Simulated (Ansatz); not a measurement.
Given:

LiF:
```yaml
crystal:
  lattice:
    - [0.00000, 2.00407, 2.00407]
    - [2.00407, 0.00000, 2.00407]
    - [2.00407, 2.00407, 0.00000]
  atoms:
    - { symbol: Li, position: [0.00000, 0.00000, 0.00000] }
    - { symbol: F, position: [0.50000, 0.50000, 0.50000] }
```

This is the PBEsol-relaxed structure.

All from DFT-PBEsol in the program Ansatz with PAW potentials, unless another level is named. Estimate the Debye temperature from the elastic constants.

723 K.

And the elastic constants (relaxed ions, GPa)?

C11 = 125, C12 = 45.4, C44 = 61.9.

Space group Fm-3m (rock salt). Symmetry was held in the PBEsol relaxation.

Potentials: the later of the program's two PAW sets.
